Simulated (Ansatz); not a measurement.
Relaxed GaP (zinc blende):

```yaml
crystal:
  lattice:
    - [0.00000, 5.50603, 5.50603]
    - [2.75302, 0.00000, 2.75302]
    - [2.75302, 2.75302, 0.00000]
  atoms:
    - { symbol: P, position: [0.37500, 0.75000, 0.75000] }
    - { symbol: P, position: [0.87500, 0.75000, 0.75000] }
    - { symbol: Ga, position: [0.00000, 0.00000, 0.00000] }
    - { symbol: Ga, position: [0.50000, 0.00000, 0.00000] }
```

A phonon eigenvector at L = (0.5, 0.0, 0.0) is frozen into this cell: atom i moves by Q times the vector below, so Q is the largest atomic displacement, in Å. The cell is held. (q is in reciprocal vectors of the primitive cell; the cell shown is doubled to hold the pattern.)

| atom | x | y | z |
|---|---|---|---|
| P1 | -0.098 | 0.098 | 0.098 |
| P2 | 0.098 | -0.098 | -0.098 |
| Ga3 | -0.577 | 0.577 | 0.577 |
| Ga4 | 0.577 | -0.577 | -0.577 |

All values below come from PBE (plane waves to 420 eV, PAW, scalar-relativistic; Ansatz, a program for electronic structure). k mesh 5×10×10 (Γ-centred), Fermi-Dirac smearing 0.05 eV. As the smearing reaches across the gap at some points, energies and forces of such displacements shift with the k mesh and the smearing. GaP was relaxed with its symmetry unable to fall. 

```json
[
 {"Q (Å)": "-0.280", "−dE/dQ from forces (eV/Å)": "7.164"},
 {"Q (Å)": "-0.233", "−dE/dQ from forces (eV/Å)": "6.054"},
 {"Q (Å)": "-0.187", "−dE/dQ from forces (eV/Å)": "4.862"},
 {"Q (Å)": "-0.140", "−dE/dQ from forces (eV/Å)": "3.652"},
 {"Q (Å)": "-0.093", "−dE/dQ from forces (eV/Å)": "2.437"},
 {"Q (Å)": "-0.047", "−dE/dQ from forces (eV/Å)": "1.219"},
 {"Q (Å)": "0.000", "−dE/dQ from forces (eV/Å)": "0.000"},
 {"Q (Å)": "0.047", "−dE/dQ from forces (eV/Å)": "-1.219"},
 {"Q (Å)": "0.093", "−dE/dQ from forces (eV/Å)": "-2.437"},
 {"Q (Å)": "0.140", "−dE/dQ from forces (eV/Å)": "-3.652"},
 {"Q (Å)": "0.187", "−dE/dQ from forces (eV/Å)": "-4.862"},
 {"Q (Å)": "0.233", "−dE/dQ from forces (eV/Å)": "-6.054"},
 {"Q (Å)": "0.280", "−dE/dQ from forces (eV/Å)": "-7.164"}
]
```

Task: What harmonic wavenumber does the curvature at Q = 0 give?

Result: 224 cm⁻¹. E″ = 26.13 eV/Å², M = Σ mᵢ|uᵢ|² = 141.2 u, ν̃ = 521.5·√(|E″|/M).

(A displaced cell: forces are minus the slopes of the energy, force constants its curvatures, and phonons follow from these.)
